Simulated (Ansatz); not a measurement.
Notes on TiBiPS5

```
Bi Ti P S
1.0
     6.25123    0.00000    0.00000
    -0.23749    7.06226    0.00000
    -1.20103   -2.57168    8.58878
Bi Ti P S
2 2 2 10
Direct
  0.27458 0.31594 0.54710
  0.72542 0.68406 0.45290
  0.50220 0.27620 0.00090
  0.49780 0.72380 0.99910
  0.72300 0.10320 0.27150
  0.27700 0.89680 0.72850
  0.39710 0.06090 0.17520
  0.60290 0.93910 0.82480
  0.33300 0.54280 0.13370
  0.66700 0.45720 0.86630
  0.84510 0.30810 0.17590
  0.15490 0.69190 0.82410
  0.15790 0.16550 0.82910
  0.84210 0.83450 0.17090
  0.77320 0.18500 0.50290
  0.22680 0.81500 0.49710
```

Method: r2SCAN, no spin polarisation; PAW, plane waves to 500 eV, 3×3×2 (shifted by 0, 0.5, 0.5 steps) mesh, fermi-dirac occupations (width 0.1 eV) (Ansatz 0.2.0), atoms fixed.

Problem. What is the formation energy?

Solution. -0.55 eV an atom against the elements' usual phases (free molecules for gases, crystals otherwise, with no correction for O₂ or N₂), so it is bound against them; other compounds may still compete. Relaxing would lower it.

Problem. Metal or insulator?

Solution. It is a metal on this mesh, though the bands barely overlap, with about 9.1 states/eV a cell as the mean within 0.25 eV of the Fermi level, mostly Bi p (51 %), Ti d (28 %) and S p (15 %).

Problem. Where is the largest force?

Solution. The largest is on P5 (and as large on other atoms): 1.01 eV/Å, components (-0.05, -0.10, -1.00). It makes 173° with the line to a nearest neighbour, S15 at 1.99 Å, pointing away from it.

Problem. Is the cell too large or too small?

Solution. The pressure is -1.0 GPa (compression positive), so with the atoms held at these fractions the cell would first shrink; the forces are large, so a full relaxation may end otherwise. The principal stresses -2.2, -1.9, 1.2 GPa differ, so its shape would change too.

Origin: a known structure type with other elements, at an estimated volume, so it need not be a known compound. Caveats: many states at the Fermi level without spin polarisation, so a magnetic state may lie lower; the k mesh is coarse if the cell is a metal.
